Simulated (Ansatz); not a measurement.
Polymorphs of W, each relaxed with the program Ansatz at the r²SCAN level (PAW):

A: P4_2/mnm, a = b = 9.7465 Å, c = 5.1126 Å, α = β = γ = 90.00°

B: R-3m
a = 5.1528 Å, b = 5.1528 Å, c = 27.9354 Å, α = 90.00°, β = 90.00°, γ = 120.00°

| atom | site | symmetry | x | y | z |
|---|---|---|---|---|---|
| W | 18h | .m | 0.3356 | 0.1678 | 0.0783 |
| W | 6c | 3m | 0.0000 | 0.0000 | 0.1673 |
| W | 3a | -3m | 0.0000 | 0.0000 | 0.0000 |
| W | 6c | 3m | 0.0000 | 0.0000 | 0.4548 |
| W | 6c | 3m | 0.0000 | 0.0000 | 0.3470 |

C: Fd-3m
a = 7.348 Å, b = 7.348 Å, c = 7.348 Å, α = 90.00°, β = 90.00°, γ = 90.00°

```
atom  site  symmetry       x       y       z
----  ----  --------  ------  ------  ------
W       8a      -43m  0.0000  0.0000  0.0000
W      16d      .-3m  0.6250  0.6250  0.6250
```

### Question
Order them by energy per atom at 0 K (lowest first) at the level r²SCAN.

### Answer
A (+0 meV/atom), B (+196 meV/atom), C (+298 meV/atom)

Typed or built starts, not in the databases checked: A; B; C. Not the usual ambient phase: A; B; C. All cells were relaxed under the symmetry of their starts (and spin orders); stability against distortions was not tested throughout. Rows with no word on spin ran without spin polarisation. Scalar-relativistic: spin–orbit coupling is off unless named, which matters more the heavier the elements.

Energies hold the estimated change up to a 700 eV cutoff; steps of a few meV lie near the error of the meshes.

Potentials: the later of the program's two PAW sets.
